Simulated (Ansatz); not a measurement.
Field gradients at the nuclei in Co₂Si

The cell is a structure deposited in the COD whose atoms were relaxed with PBE, the cell held.

```cif
data_Co2Si
_symmetry_space_group_name_H-M 'Pnma'
_symmetry_Int_Tables_number 62
_cell_length_a 4.9180
_cell_length_b 3.7380
_cell_length_c 7.1090
_cell_angle_alpha 90.000
_cell_angle_beta 90.000
_cell_angle_gamma 90.000
loop_
_atom_site_label
_atom_site_type_symbol
_atom_site_symmetry_multiplicity
_atom_site_Wyckoff_symbol
_atom_site_fract_x
_atom_site_fract_y
_atom_site_fract_z
Co1 Co 4 c 0.9647 0.7500 0.2169
Co5 Co 4 c 0.8263 0.7500 0.5638
Si Si 4 c 0.2953 0.7500 0.6067
```

One atom of each set is listed.

Method: Kohn–Sham DFT in Ansatz, PBEsol, plane waves and PAW, scalar-relativistic, collinear spin, 420 eV cutoff, Γ-centred 9×12×6 k-points, Fermi–Dirac smearing 0.05 eV. Start moments as typed (μB): 3 on each Co, none on the rest.

V_zz is the principal component of the electric field gradient with the largest magnitude, η = (V_xx − V_yy)/V_zz and C_Q = eQV_zz/h.

59Co: I = 7/2, Q = 420.0 mb. Quadrupole moments are those of Pyykkö's year-2017 table.

**Question.** What field gradients does the calculation give at each kind of site?

**Answer.** 

| site | atoms | first shell | V_zz (10²¹ V/m²) | η | C_Q (MHz) |
| --- | --- | --- | --- | --- | --- |
| Co1 | 4 | 5 Si at 2.34–2.59 Å, 8 Co at 2.50–2.67 Å | 1.13 | 0.10 | 11.5 |
| Co5 | 4 | 5 Si at 2.31–2.63 Å, 8 Co at 2.56–2.69 Å | 1.37 | 0.76 | 13.9 |
| Si | 4 | 10 Co at 2.31–2.63 Å | 3.05 | 0.20 | – |

Si has no stable isotope with a ground-state quadrupole moment in the table, so no C_Q is given.

At this cell the PBEsol pressure is -13 GPa, so with PBEsol the cell would shrink if it were relaxed. The run finds no gap above 0.1 eV (a metal, or nearly one), so the gradients can move by 10 % or more with the k-mesh. The run lost most of its start moments on Co; a state with other moments may lie lower. The magnetic order is the one that the run reached from its start moments, not necessarily the measured one (the real compound may not order at all).
